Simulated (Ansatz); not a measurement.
TiSi2 in space group Cmcm (No. 63; Ti on 4c, Si on 4c, Si on 4c), PBE (plane waves, PAW; program Ansatz), all energies at zero smearing, with the estimated change up to a 700 eV cutoff added, with one set of potentials and settings (totals compare only within such a set). Cell of 6 atoms (2 Ti, 4 Si): -7545.977 eV.

| element | reference phase | E (eV/atom) |
|---|---|---|
| Ti | P6/mmm, 3 atoms in the cell | -2499.6763 |
| Si | Fd-3m, 2 atoms in the cell | -635.8114 |

Formation energy per atom, worked out: (-7545.977 − 2×(-2499.6763) − 4×(-635.8114))/6 = -0.563 eV/atom (-54 kJ per mol of atoms), at 0 K, without zero-point energy or fitted corrections.

The cell was relaxed with PBE under the symmetry of its start. The run is not spin-polarised. The references are the lowest solids computed at this level, not always the standard phases.

Potentials: the earlier of the program's two PAW sets.
